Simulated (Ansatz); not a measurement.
Theory: DFT, BLYP, plane waves (420 eV) with PAW, scalar-relativistic (Ansatz). The PAW files were generated under PBE, with cores re-solved for the functional.

An element in the fcc structure gives this curve. The cell is scaled uniformly from the relaxed one, with fractional coordinates and shape fixed. Energies are extrapolated to zero smearing, pressures are those at the given smearing. Magnetic state: spin not included.

| V (Å³/atom) | E − E₀ (meV/atom) | P (GPa) |
| --- | --- | --- |
| 17.162 | 153.9 | 24.09 |
| 17.942 | 62.1 | 14.35 |
| 18.722 | 13.4 | 6.34 |
| 19.502 | 0.1 | -0.25 |
| 20.282 | 15.9 | -5.68 |
| 21.062 | 55.8 | -10.14 |
| 21.843 | 115.4 | -13.79 |

Q: Which element is it?
A. gallium
B. aluminium
C. niobium
D. tungsten

A: C. Its fit is V₀ = 19.44 Å³/atom, B₀ = 151 GPa, B₀′ = 3.8.
